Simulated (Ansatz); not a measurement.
Method: DFT PBE, scalar-relativistic, plane waves, PAW in Ansatz. All cells share a 420 eV cutoff and Γ-centred k meshes spaced at most about 0.3 Å⁻¹ (2π included). No spin polarisation in the final relaxations.

All energies are static (0 K, no zero-point motion).

Compare these two cells of BaBe5H10, each relaxed at this level.

1.

```yaml
crystal:
  lattice:
    - [5.54406, 0.00000, 0.00000]
    - [0.00000, 5.54406, 0.00000]
    - [0.00000, 0.00000, 4.28635]
  atoms:
    - { symbol: Ba, position: [0.50000, 0.50000, 0.00000] }
    - { symbol: Be, position: [0.00000, 0.27097, 0.56439] }
    - { symbol: Be, position: [0.27097, 0.00000, 0.43561] }
    - { symbol: Be, position: [0.72903, 0.00000, 0.43561] }
    - { symbol: Be, position: [0.00000, 0.72903, 0.56439] }
    - { symbol: Be, position: [0.00000, 0.00000, 0.00000] }
    - { symbol: H, position: [0.27052, 0.27052, 0.50000] }
    - { symbol: H, position: [0.72948, 0.27052, 0.50000] }
    - { symbol: H, position: [0.00000, 0.50000, 0.38247] }
    - { symbol: H, position: [0.00000, 0.27231, 0.90514] }
    - { symbol: H, position: [0.50000, 0.00000, 0.61753] }
    - { symbol: H, position: [0.27052, 0.72948, 0.50000] }
    - { symbol: H, position: [0.27231, 0.00000, 0.09486] }
    - { symbol: H, position: [0.72948, 0.72948, 0.50000] }
    - { symbol: H, position: [0.72769, 0.00000, 0.09486] }
    - { symbol: H, position: [0.00000, 0.72769, 0.90514] }
```

2.

```yaml
crystal:
  lattice:
    - [4.46224, 0.00000, 0.00000]
    - [0.00000, 4.94267, 0.00000]
    - [-1.50502, 0.00000, 6.63325]
  atoms:
    - { symbol: Ba, position: [0.90489, 0.50000, 0.62286] }
    - { symbol: Be, position: [0.47739, 0.00000, 0.28453] }
    - { symbol: Be, position: [0.54596, 0.76367, 0.00717] }
    - { symbol: Be, position: [0.54596, 0.23633, 0.00717] }
    - { symbol: Be, position: [0.37654, 0.00000, 0.68199] }
    - { symbol: Be, position: [0.06853, 0.00000, 0.04100] }
    - { symbol: H, position: [0.62556, 0.75062, 0.25071] }
    - { symbol: H, position: [0.62556, 0.24938, 0.25071] }
    - { symbol: H, position: [0.54747, 0.00000, 0.51156] }
    - { symbol: H, position: [0.14560, 0.00000, 0.25570] }
    - { symbol: H, position: [0.38091, 0.50000, 0.99497] }
    - { symbol: H, position: [0.46781, 0.73249, 0.75211] }
    - { symbol: H, position: [0.88005, 0.75663, 0.98883] }
    - { symbol: H, position: [0.46781, 0.26751, 0.75211] }
    - { symbol: H, position: [0.88005, 0.24337, 0.98883] }
    - { symbol: H, position: [0.05992, 0.00000, 0.60975] }
```

Task: Which would you expect to be lower, and how large is the difference?

Result: Cell 2 is lower, by 37 meV/atom. Cell 1 has space group P-4m2 (No. 115), 8.2 Å³/atom and a gap of 0.34 eV on its mesh; cell 2 has space group Pm (No. 6), 9.1 Å³/atom and a gap of 0.78 eV. Counting H atoms around Ba and Be (those within 1.25 times the shortest such distance or 1.15 times the sum of covalent radii; a plus sign parts nearer from farther groups; a slash parts the counts of unlike sites), cell 1 has Ba 8+12, Be 4 and cell 2 has Ba 13, Be 3/4. The lower one is the more open, so pressure narrows the difference. In cell 1, around Ba lie 8 H at 2.80 Å and 12 H at 3.07–3.22 Å; Be on a site of symmetry m has 4 H at 1.46–1.52 Å; H on a site of symmetry 2 has 2 Be at 1.52 Å, 2 H at 2.03 Å, 2 H at 2.29 Å, 2 H at 2.54 Å and 2 Ba at 2.80 Å; 3 more sites not described. In cell 2, Ba has 13 H at 2.57–2.95 Å and 2 Be at 3.21 Å; Be on a site of symmetry m has 4 H at 1.44–1.51 Å; H on a site of symmetry 1 has 1 Be at 1.44 Å, 1 Be at 1.62 Å, 3 H at 2.22–2.31 Å, 3 H at 2.47–2.48 Å, 1 H at 2.62 Å, 1 Ba at 2.85 Å, 4 Be at 2.86–3.01 Å and 1 H at 3.02 Å; 9 more sites not described. Both come from invented guesses.

Kohn–Sham gaps at this level usually fall short of measured ones. With hydrogen, zero-point motion can shift such differences by 10 meV/atom or more. Cells relaxed within their symmetry can be saddle points. The Pm cell of BaBe5H10 came from shaking the P-4m2 one.
